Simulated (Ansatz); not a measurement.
Input:

BaTaO₃:
```
BaTaO3
1.0
    4.03784     0.00000     0.00000
    0.00000     4.03784     0.00000
    0.00000     0.00000     4.03784
Ba Ta O
1 1 3
Cartesian
  0.00000   0.00000   0.00000
  2.01892   2.01892   2.01892
  0.00000   2.01892   2.01892
  2.01892   0.00000   2.01892
  2.01892   2.01892   0.00000
```

This is the LDA-relaxed structure.

Task: All from LDA (plane waves, PAW; program Ansatz), unless another level is named. Give the highest zone-centre frequency.

Result: 589 cm⁻¹.

Task: And the Young's modulus?

Result: 267 GPa.

Space group Pm-3m (cubic perovskite). The workflow started from a Materials Project entry (that database holds measured and hypothetical structures alike); the Crystallography Open Database copy checked does not list it. Its standing as an ambient phase is unchecked. The LDA relaxation kept the symmetry of its start; of distortions, only those at the zone centre were tested. No spin polarisation was allowed. With an odd number of electrons in the cell and no spin polarisation, the count alone makes it a metal. As this level gives no gap, phonon frequencies hold no LO–TO term and depend on the k-mesh and smearing (Fermi–Dirac, 0.1 eV here). Spin–orbit coupling is left out wherever it is not named.

Potentials: the later of the program's two PAW sets.
